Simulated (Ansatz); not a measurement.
MgO:
```xyz
4
Lattice="3.2750 0.0000 0.0000 -1.6375 2.8362 0.0000 0.0000 0.0000 4.9039" Properties=species:S:1:pos:R:3 pbc="T T T"
Mg     0.0000     1.8908     0.0062
Mg     1.6375     0.9454     2.4582
O      0.0000     1.8908     1.9779
O      1.6375     0.9454     4.4298
```

Tensor components refer to the Cartesian frame of this cell.

Task: Give the high-frequency dielectric tensor and the Born effective charge tensors of the independent atoms from DFPT, LDA in the plane-wave PAW code Ansatz.

Result: 
ε∞:
```
2.98  0.00  0.00
0.00  2.98  0.00
0.00  0.00  3.10
```
Z* of atom 1 (Mg), rows: field, columns: displacement, in e:
```
1.78  0.00  0.00
0.00  1.78  0.00
0.00  0.00  1.91
```
Z* of atom 3 (O), rows: field, columns: displacement, in e:
```
-1.78   0.00   0.00
 0.00  -1.78   0.00
 0.00   0.00  -1.91
```

Space group P6_3mc (wurtzite). The first step of the workflow began from a Materials Project structure, measured or hypothetical; the Crystallography Open Database copy checked does not list it. It is not the phase usual at ambient conditions (space group No. 225). The cell was relaxed with LDA under the symmetry of its start; whether a distortion lowers the energy is not shown.

Potentials: the later of the program's two PAW sets.
